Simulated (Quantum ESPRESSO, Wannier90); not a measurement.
## Tight-binding from DFT: RbCl (rock salt)

```
begin unit_cell_cart
ang
    0.0000000000    3.3087050000    3.3087050000
    3.3087050000    0.0000000000    3.3087050000
    3.3087050000    3.3087050000    0.0000000000
end unit_cell_cart
begin atoms_frac
Rb   0.0000000000  0.0000000000  0.0000000000
Cl   0.5000000000  0.5000000000  0.5000000000
end atoms_frac
```

Cell from Materials Project (mp-23295), symmetrised, no further relaxation. COD (Crystallography Open Database) has the formula in 2 space groups, this one among them (matched by group alone). Computed values, not measurements, from PBEsol: Quantum ESPRESSO (norm-conserving PseudoDojo potentials, cutoff 47 Ry, spinors with spin-orbit coupling) on a Γ-centred 8×8×8 mesh, then Wannier90. Density: 8×8×8 mesh, cold smearing 0.01 Ry.

Bands 3-4 form an isolated set from -12.06 to -11.95 eV relative to the valence-band maximum (on the path) and are turned into 2 Wannier functions by minimising the spread from the start: atomic waves Cl 3s.

Where do the functions sit, how wide are they and what are they made of?


| functions | spread (Å²) | nearest atom, distance (Å) | second atom, distance (Å) | weight on atomic waves |
|---|---|---|---|---|
| 2 | 0.99 | Cl 0.00 | Rb 3.31 | Cl 3s 93 %, Rb 5s 5 % |

Ω_I = 1.97 Å², Ω_total = 1.97 Å²; the interpolated bands follow pw.x to 0.0 meV rms on the path. Only this start was tried; a symmetric start can stop on a saddle, and mixtures of these functions could lower the total by at most Ω_total − Ω_I.
